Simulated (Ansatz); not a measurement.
# Run on Ni (Fm-3m) — spiral at q = 0

The calculation used DFT, PBE, all-electron LAPW, scalar-relativistic (Ansatz).

Command: `ansatz run input.yaml --threads 2 --pin off --max-ram 5120MiB --backend cpu --events-out ev --progress --plain --runs-dir out`

```yaml
crystal:
  lattice:
    - [0.0, 1.761935, 1.761935]
    - [1.761935, 0.0, 1.761935]
    - [1.761935, 1.761935, 0.0]
  atoms:
    - { symbol: Ni, position: [0.0, 0.0, 0.0], spin: 0.6, spin_axis: [1.0, 0.0, 0.0] }
magnetization:
  noncollinear: true
  spin_spiral: { q: [0.0, 0.0, 0.0] }
kpoints:
  mp_grid: { grid: [16, 16, 16] }
scf:
  occupations: { method: fermi_dirac, width: 0.1 }
  lower_state_search: "off"
hamiltonian:
  xc: pbe
  pseudopotentials: { kind: all_electron, lapw: { basis_error: 0.0005 } }
output:
  eigenvalues: false
```

Log:

```
settings of this run that can trade accuracy for cost: output.eigenvalues: false. Do not mix this run's numbers with those of runs without the same settings; the input reference describes each key
LAPW: plane waves up to 9.352 Å⁻¹, error target 5.0e-4 eV per atom; small_component_spin mean_spin; Ni in spheres of 1.246 Å, 18 of its electrons in bands, Dirac shells [] (how accurate: hamiltonian.pseudopotentials.lapw.basis_error, Limitations)
Engine: ansatz 0.2.0
Pseudopotentials: kind: all_electron
Pseudopotential: Ni, LAPW, valence charge 18, lapw/all_electron/scalar/gaussian/Ni, Koelling and Harmon's equation, gaussian nucleus
Functional definition: PBE
  parameter kappa = 0.804
  parameter beta = 0.06672455060314922
  exchange = pbe_x(kappa = kappa, mu = beta*pi^2/3)
  correlation = pbe_c(beta = beta)
Crystal: 1 atoms, lattice volume = 10.940 Å³
Basis set: ecut = 333.23171618446617 eV, 169 PW (Γ), exchange–correlation at level 2
Bands: 26, of which v1, the nominal top of the filled ones, is band 18 counted from 1 (17 counted from 0)
Symmetry: 48 space group operations
k-points: 145 of 4096
Spin spiral: q = (0, 0, 0) of the reciprocal vectors; moments are told in the frame that turns with it, a site's in that at the site
Non-local potential: Ni, projectors of the file, none
Initial density: superposition of atomic densities (chi_scale 0.1, normalization cell)
Starting moments: Σ|m| = 0.6 μB on 1 of 1 site
Initial wavefunctions: plane waves of lowest kinetic energy (no species holds an atomic orbital)
Functional: x = pbe(κ = 0.804, μ = 0.2195149727645171), c = pbe(β = 0.06672455060314922)
iter 1 solved again at ethr=1.48e-5 eV; its pass at ethr=1.00e-1 eV (dr2=2.66e-3 eV) is discarded
SCF iter   1: F=—  HF=-41382.883437 eV  |F-HF|=—  |Δ(HF+E_count)|=         —  Δρ=5.59e-3  dr2=2.63e-3  dr2_m=4.71e-4  ethr=1.48e-5  |M|=5.64e-1 ∫|m|=5.96e-1 μB  β_m=0.30  ⟨swp⟩=3.8  Hψ=29993  notcnv=0
preconditioner: auto → none  [metal: Δε(μ)=0.005 eV  Ē_g=14.165 eV  σ=0.100 eV  W_gap=0.01  n_scr=0 (ndim 8)  ℏωp=35.5 eV  f_vac=0.000  D(μ)=1.80/eV (n_scr^D=26)]
SCF iter   2: F=—  HF=-41382.880912 eV  |F-HF|=—  |Δ(HF+E_count)|=   2.52e-3  Δρ=3.26e-3  dr2=6.01e-4  dr2_m=2.67e-4  ethr=1.46e-5  |M|=5.76e-1 ∫|m|=6.17e-1 μB  β_m=1.00  ⟨swp⟩=2.1  Hψ=10164  notcnv=0
SCF iter   3: F=—  HF=-41382.885439 eV  |F-HF|=—  |Δ(HF+E_count)|=   4.53e-3  Δρ=2.21e-3  dr2=3.62e-4  dr2_m=1.22e-4  ethr=3.34e-6  |M|=5.89e-1 ∫|m|=6.58e-1 μB  β_m=1.00  ⟨swp⟩=2.9  Hψ=10500  notcnv=0
iter 4 solved again at ethr=5.67e-8 eV; its pass at ethr=2.01e-6 eV (dr2=1.02e-5 eV) is discarded
SCF iter   4: F=—  HF=-41382.886215 eV  |F-HF|=—  |Δ(HF+E_count)|=   7.76e-4  Δρ=1.51e-3  dr2=1.02e-5  dr2_m=5.75e-5  ethr=5.67e-8  |M|=6.01e-1 ∫|m|=6.81e-1 μB  β_m=1.00  ⟨swp⟩=2.2  Hψ=17730  notcnv=0
SCF iter   5: F=—  HF=-41382.886644 eV  |F-HF|=—  |Δ(HF+E_count)|=         —  Δρ=7.64e-4  dr2=3.69e-6  dr2_m=1.47e-5  ethr=5.65e-8  |M|=6.07e-1 ∫|m|=6.92e-1 μB  β_m=1.00  ⟨swp⟩=3.0  Hψ=10843  notcnv=0
the basis was enlarged: its passes take 8.8 MiB over the memory plan, 2 of 2 planned eigensolver slots
SCF iter   6: F=—  HF=-41382.886728 eV  |F-HF|=—  |Δ(HF+E_count)|=   8.39e-5  Δρ=3.76e-4  dr2=4.76e-8  dr2_m=3.54e-6  ethr=2.05e-8  |M|=6.10e-1 ∫|m|=6.98e-1 μB  β_m=1.00  ⟨swp⟩=3.0  Hψ=10844  notcnv=0
SCF iter   7: F=—  HF=-41382.886746 eV  |F-HF|=—  |Δ(HF+E_count)|=   1.81e-5  Δρ=1.93e-4  dr2=1.31e-7  dr2_m=9.32e-7  ethr=2.65e-10  |M|=6.11e-1 ∫|m|=7.01e-1 μB  β_m=0.30  ⟨swp⟩=3.5  Hψ=11814  notcnv=0
Mixer restart at iter 7: flushing history
spin-set hold released at iteration 7 (site moments contracting): the magnetisation degrees of freedom join the quasi-Newton model from the next iteration; the mixer history was flushed
SCF iter   8: F=—  HF=-41382.886748 eV  |F-HF|=—  |Δ(HF+E_count)|=   1.33e-6  Δρ=1.57e-4  dr2=2.44e-8  dr2_m=6.15e-7  ethr=2.65e-10  |M|=6.11e-1 ∫|m|=7.01e-1 μB  β_m=0.60  ⟨swp⟩=3.0  Hψ=10825  notcnv=0
SCF iter   9: F=—  HF=-41382.886767 eV  |F-HF|=—  |Δ(HF+E_count)|=   1.97e-5  Δρ=1.56e-4  dr2=1.22e-6  dr2_m=2.81e-7  ethr=1.36e-10  |M|=6.13e-1 ∫|m|=7.03e-1 μB  β_m=0.22  ⟨swp⟩=3.7  Hψ=12181  notcnv=0  recentre
SCF iter  10: F=—  HF=-41382.886750 eV  |F-HF|=—  |Δ(HF+E_count)|=   1.71e-5  Δρ=8.33e-5  dr2=1.77e-9  dr2_m=1.74e-7  ethr=1.36e-10  |M|=6.12e-1 ∫|m|=7.02e-1 μB  β_m=0.52  ⟨swp⟩=3.4  Hψ=11857  notcnv=0
SCF iter  11: F=-41382.886751 eV  HF=-41382.886751 eV  |F-HF|=1.89e-10  |Δ(HF+E_count)|=   9.96e-7  Δρ=4.30e-6  dr2=8.45e-10  dr2_m=7.90e-11  ethr=9.81e-12  |M|=6.13e-1 ∫|m|=7.03e-1 μB  ⟨swp⟩=3.8  Hψ=12435  notcnv=0
SCF 1 converged in 11 iterations: F = -41382.886751 eV  dr2 = 8.45e-10
SCF converged after 11 iterations
Magnetization: |M| = 0.6127 μB,  M = (+0.6127, +0.0000, +0.0000) μB
Absolute magnetization: 0.7032 μB (∫|m|)
  site 0: m = (+0.6370, +0.0000, +0.0000) μB, |m| = 0.6370 μB  (R = 1.25 Å)
Free energy (F): -41382.886751 eV
Harris-Foulkes:  -41382.886751 eV  (|F-HF|=1.89e-10)
Internal energy: -41382.832937 eV  (E = F + TS)
E sigma→0 (E₀):  -41382.859844 eV
Entropy (-TS):   -0.053814 eV (-53.814 meV/atom)
Fermi energy:    18.175896 eV
--- Per-component energies (eV) ---
  E_band       = -283.992109
  E_kinetic    = 42045.377264
  E_xc         = -1730.756288
  E_electrostatic = -81697.453913  (all electrons and nuclei)
  E_smearing   = -0.053814  (= −TS)
  E_closure    = 0.000000  (closes the sum)
  E_atoms      = -41375.755904  (free atoms, spherical and without spin; not in F)
  Σ components = -41382.886751   (vs F -41382.886751, Δ=0.00e0)
  Basis errors (estimates in eV, not in F): energy 1.1e-4 per atom: plane waves 8.6e-5 (6.3e-5 summed), levels above the bands 1.4e-50, relativity 6.1e-9, radial functions 2.6e-5, core shells 2.7e-10; eigenvalues (radial functions only) 1.9e-6; not estimated: angular momenta, meshes, grids; target (lapw.basis_error) 5.0e-4; muffin-tin radii Ni 1.246 Å
settings of this run that can trade accuracy for cost: output.eigenvalues: false. Do not mix this run's numbers with those of runs without the same settings; the input reference describes each key
```

Site moments (μB): Ni 0.64. Cell moment 0.61 μB in the turning frame.

The Ansatz runs typed with the search for lower states off end where their start leads. The magnetic state is the one that this cell and start allow. It needn't be the compound's measured order, which may need a larger cell or be absent.

It took 80 s on 2 threads of Arm Neoverse V1, on a shared host, peak memory 0.61 GiB.
